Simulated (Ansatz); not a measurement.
Here is the system:

Bi2TeO2:
Space group I4/mmm (No. 139); a = b = 3.967 Å, c = 12.625 Å, α = β = γ = 90.00°

| atom | site | symmetry | x | y | z |
|---|---|---|---|---|---|
| Bi | 4e | 4mm | 0.0000 | 0.0000 | 0.1524 |
| Te | 2b | 4/mmm | 0.0000 | 0.0000 | 0.5000 |
| O | 4d | -4m2 | 0.0000 | 0.5000 | 0.2500 |
(The calculation used a cell of 5 atoms; values per cell refer to that cell.)

This is the PBEsol-relaxed structure.

**Question.** All from PBEsol (plane waves, PAW; program Ansatz), unless another level is named. Estimate the bulk modulus (Birch–Murnaghan fit).

**Answer.** 78.1 GPa.

**Question.** And the highest zone-centre frequency?

**Answer.** 394 cm^-1.

The first step of the workflow began from a Materials Project structure, measured or hypothetical; the Crystallography Open Database copy checked does not list it. Whether it is the stable phase at ambient conditions was not checked. The PBEsol relaxation kept the symmetry of its start; of distortions, only those at the zone centre were tested. As this level gives no gap, phonon frequencies hold no LO–TO term and depend on the k-mesh and smearing (Fermi–Dirac, 0.1 eV here). Scalar-relativistic: spin–orbit coupling is off unless named, which matters more the heavier the elements.

Potentials: the later of the program's two PAW sets.
